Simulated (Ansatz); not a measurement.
## Pressure against volume: YSe

```yaml
crystal:
  lattice:
    - [0.00000, 2.87500, 2.87500]
    - [2.87500, 0.00000, 2.87500]
    - [2.87500, 2.87500, 0.00000]
  atoms:
    - { symbol: Y, position: [0.00000, 0.00000, 0.00000] }
    - { symbol: Se, position: [0.50000, 0.50000, 0.50000] }
```

Conventional cell: a = 5.750 Å, b = 5.750 Å, c = 5.750 Å, α = 90.00°, β = 90.00°, γ = 90.00°. Y (atom 1) is surrounded by 6 Se at 2.88 Å. Se (atom 2) has 6 Y at 2.88 Å as nearest neighbours.

The cell comes from COD entry 1527462, which wasn't checked; take it as a given geometry.

Spin polarisation is left out, and whether a magnetic state lies lower isn't shown here.

Levels of theory: DFT, LDA, all-electron LAPW, scalar-relativistic (Ansatz 0.2.0); DFT, LDA, PAW with Ansatz's default frozen-core files, scalar-relativistic (Ansatz 0.2.0).

For LAPW: a Γ-centred 7×7×7 k mesh, Fermi–Dirac smearing of 0.03 eV, basis error target 0.25 meV/atom, no spin polarisation. PAW takes a cutoff of 420 eV at this cell (files made with PBE, cores remade for this functional). The Ansatz runs share mesh, smearing and spin set-up. Plane-wave (PAW) pressures include the program's estimate of the Pulay term.

The cell above is scaled evenly, with fractional coordinates and shape held.

| V/V(cell) | V (Å³/atom) | P, LAPW (GPa) | P, PAW (GPa) |
| --- | --- | --- | --- |
| 0.9400 | 22.338 | 0.52 | 0.51 |
| 0.9600 | 22.813 | ? | ? |
| 0.9800 | 23.288 | -3.11 | -3.12 |
| 0.9900 | 23.526 | -3.89 | -3.90 |
| 1.0000 | 23.764 | -4.63 | -4.64 |
| 1.0100 | 24.001 | -5.33 | -5.34 |
| 1.0200 | 24.239 | -5.99 | -6.00 |
| 1.0400 | 24.714 | -7.20 | -7.20 |
| 1.0600 | 25.189 | -8.27 | -8.28 |

Problem. Fill in the row V/V(cell) = 0.9600.

Solution. P, LAPW (GPa) = -1.40, P, PAW (GPa) = -1.41.

Problem. What do Birch–Murnaghan fits to the pressures give?

Solution. LAPW: V0 = 22.46 Å³/atom, B0 = 93 GPa, B0′ = 4.5; PAW: V0 = 22.46 Å³/atom, B0 = 93 GPa, B0′ = 4.5.

PAW's V0 lies -0.01 % from the all-electron value and its B0 0.0 %. Symmetry fixes shape and coordinates here, so this is the relaxed modulus.
